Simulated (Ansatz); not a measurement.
## Property card for Ti

Ti:
```
Ti
1.0
    0.00000     2.93237     2.93237
    2.93237     0.00000     2.93237
    2.93237     2.93237     0.00000
Ti
2
Direct
  0.00000   0.00000   0.00000
  0.25000   0.25000   0.25000
```
The run is spin-polarised; directions of the spins, atom by atom: ↑ ↑.

Space group Fd-3m (No. 227), diamond; conventional cell a = 5.8647 Å, b = 5.8647 Å, c = 5.8647 Å, α = 90.00°, β = 90.00°, γ = 90.00°.

Method: the program Ansatz at the PBEsol level (PAW). Structure relaxed to zero pressure with the same functional. Other levels are named where they apply.

### Cell and energy

- Volume per atom: 25.21 Å³
- Density: 3.15 g/cm³

### Electronic structure

Electronic character: metallic (no gap)
Density of states at the Fermi level: 1.8 states/eV per atom (mean over ±0.08 eV)

### Magnetism

- Magnetic order: ferromagnetic
- Net moment: 2.15 μB per atom

### Mechanics

* **Bulk modulus (Birch–Murnaghan fit)**: 22.2 GPa
* **Pressure derivative B′**: 1.1
* **Elastic constants (relaxed ions, GPa)**: C11 = -17.6, C12 = 41.4, C44 = -149
* **Mechanical stability**: unstable (C has a negative eigenvalue)

The start of the workflow was typed in or built on a structure type; neither database checked (COD, Materials Project) lists it. It is not the phase usual at ambient conditions (space group No. 194). The cell was relaxed with PBEsol under the symmetry of its start. The final state is ferromagnetic, chosen from 4 collinear starts compared on coarse meshes (ties went to the first, and starts can fall back to one state), not a proven ground state. As this level gives no gap, shear constants depend on the k-mesh and smearing (Fermi–Dirac, 0.1 eV here).

Potentials: the later of the program's two PAW sets.
